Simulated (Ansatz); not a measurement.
HfC (zinc blende, F-43m) at seven volumes, plane-wave PAW PBEsol (Ansatz code), scaled uniformly. One row is withheld.

```
V (Å³/atom)  P (GPa)
-----------  -------
14.184             ?
14.651         11.20
15.119          5.20
15.587         -0.01
16.054         -4.58
16.522         -8.57
16.989        -12.04
```

### Question
Fit the shown pressures and predict the withheld one.

### Answer
Third-order Birch–Murnaghan: P = (3/2)B₀(x^(7/2) − x^(5/2))[1 + (3/4)(B′ − 4)(x − 1)] with x = (V₀/V)^(2/3). Least squares on the six rows gives V₀ = 15.585 Å³/atom, B₀ = 162.6 GPa, B′ = 3.52. At V = 14.184, x = 1.0648 and P = 18.06 GPa. The run itself gave 18.11 GPa.

The start of the workflow was typed in or built on a structure type; neither database checked (COD, Materials Project) lists it. It is not the phase usual at ambient conditions (space group No. 225). Symmetry was held in the PBEsol relaxation; its stability against distortions is not shown here. No spin polarisation was allowed. Scalar-relativistic: spin–orbit coupling is off unless named, which matters more the heavier the elements.

Potentials: the later of the program's two PAW sets.
